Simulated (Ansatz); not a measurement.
TaGe2:
```cif
data_Ge6Ta3
_chemical_formula_sum 'Ge6 Ta3'
_space_group_name_H-M_alt 'P6222'
_space_group_IT_number 180
_space_group_name_Hall 'P 62 2 (0 0 4)'
_cell_length_a 4.94156
_cell_length_b 4.94156
_cell_length_c 6.73222
_cell_angle_alpha 90.000
_cell_angle_beta 90.000
_cell_angle_gamma 120.000
loop_
_atom_site_label
_atom_site_type_symbol
_atom_site_symmetry_multiplicity
_atom_site_Wyckoff_symbol
_atom_site_fract_x
_atom_site_fract_y
_atom_site_fract_z
_atom_site_occupancy
Ge1 Ge 6 j 0.32837 0.16418 0.16667 1
Ta1 Ta 3 d 0.50000 0.00000 0.50000 1
```

Relaxed at zero pressure with PBEsol (plane waves, PAW; program Ansatz).

The volume is lowered by 6 % and shape and atoms relax at that volume. What pressure results, and how do the axes share the change?

11.6 GPa; a -2.3 %, b -2.3 %, c -1.6 %; the energy rises by 33 meV/atom.

Give the new structure.


Space group P6₂22 (No. 180); a = b = 4.829 Å, c = 6.627 Å, α = β = 90.00°, γ = 120.00°

| atom | site | symmetry | x | y | z |
|---|---|---|---|---|---|
| Ge | 6j | ..2 | 0.3273 | 0.1637 | 0.1667 |
| Ta | 3d | 222 | 0.5000 | 0.0000 | 0.5000 |

The phase is kept; no other phase was compared at this pressure.

Space group P6_222. The workflow started from an entry of the Crystallography Open Database (COD). Its standing as an ambient phase is unchecked. The PBEsol relaxation kept the symmetry of its start; whether a distortion lowers the energy is not shown. No spin polarisation was allowed. Scalar-relativistic: spin–orbit coupling is off unless named, which matters more the heavier the elements.

Potentials: the later of the program's two PAW sets.
